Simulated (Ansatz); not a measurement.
Ansatz 0.2.0, relaxation: ZrC

Input:

```yaml
crystal:
  lattice:
    - [0.0, 2.366565, 2.366565]
    - [2.366565, 0.0, 2.366565]
    - [2.366565, 2.366565, 0.0]
  atoms:
    - { symbol: C, position: [0.0, 0.0, 0.0] }
    - { symbol: Zr, position: [0.5, 0.5, 0.5] }
  symmetry: { tolerance: 0.0003 }
kpoints:
  mp_grid: { grid: [12, 12, 12], shift: [0, 0, 0] }
magnetization:
  spin_polarized: false
scf:
  occupations: { method: fermi_dirac }
  lower_state_search: "off"
hamiltonian:
  pseudopotentials: { kind: paw }
  xc: r2scan
basis:
  ecutwfc: 500
  fft_grid_basis: typed
relax:
  max_steps: 80
  cell: { p_target: 0.0 }
output:
  forces: true
  stress: true
  eigenvalues: true
  bader: true
  populations: true
  elf: true
  write_potential: true
  volumetric_format: npy
  dos:
    e_range: [-12, 8]
    de: 0.05
    projected: { site_lists: { C: [C], Zr: [Zr] } }
checkpoint:
  read: saved_state
```

Run with:

```bash
ansatz run input.yaml --threads 2 --pin off --max-ram 3584MiB --backend cpu --events-out ev --progress --plain --runs-dir out
```

Origin of the cell: a database entry, scaled a little.

The smearing width isn't typed, so it takes its default of 0.1 eV.

The saved state is a converged single point of the same cell.

Steps («new basis» is an SCF on plane waves selected anew at the same cell):

```tsv
step	ΔF (meV/atom)	max force component (eV/Å)	P (GPa)	volume (Å³)	SCF iterations	step was
1	0.0	0.000	-3.06	26.51	5	accepted
2	-0.1	0.000	3.29	25.79	7	rejected
3	-1.8	0.000	-0.07	26.16	9	accepted
4	-1.8	0.000	0.00	26.15	3	accepted
5	-1.7	0.000	0.00	26.15	6	new basis
```

Before:

Space group Fm-3m (No. 225); the run's cell has a = 3.347 Å, b = 3.347 Å, c = 3.347 Å, α = 60.00°, β = 60.00°, γ = 60.00°. Shortest distances: C–Zr 2.37 Å, C–C 3.35 Å, Zr–Zr 3.35 Å.

The relaxed structure.

Space group Fm-3m (No. 225); the run's cell has a = 3.332 Å, b = 3.332 Å, c = 3.332 Å, α = 60.00°, β = 60.00°, γ = 60.00°. Shortest distances: C–Zr 2.36 Å, C–C 3.33 Å, Zr–Zr 3.33 Å.

```yaml
crystal:
  lattice:
    - [0.00000, 2.35580, 2.35580]
    - [2.35580, 0.00000, 2.35580]
    - [2.35580, 2.35580, 0.00000]
  atoms:
    - { symbol: C, position: [0.00000, 0.00000, 0.00000] }
    - { symbol: Zr, position: [0.50000, 0.50000, 0.50000] }
```

| Item | Value |
| --- | --- |
| Free energy lowered by | 1.7 meV/atom |
| Volume change | -1.36 % |
| Final pressure | 0.00 GPa |
| Relaxation steps listed | 5 |
| Formation energy (elements under the same functional, gases as molecules, uncorrected) | -1.008 eV/atom |
| Gap on the mesh | none (metal) |

Caveats: no moments, though an odd count or open d shells may carry them; the relaxation held the start's symmetry, so the end may be a saddle point.

Time: 15 s on 2 threads of Arm Neoverse V1 (shared host), peak memory 0.41 GiB, from a saved density.
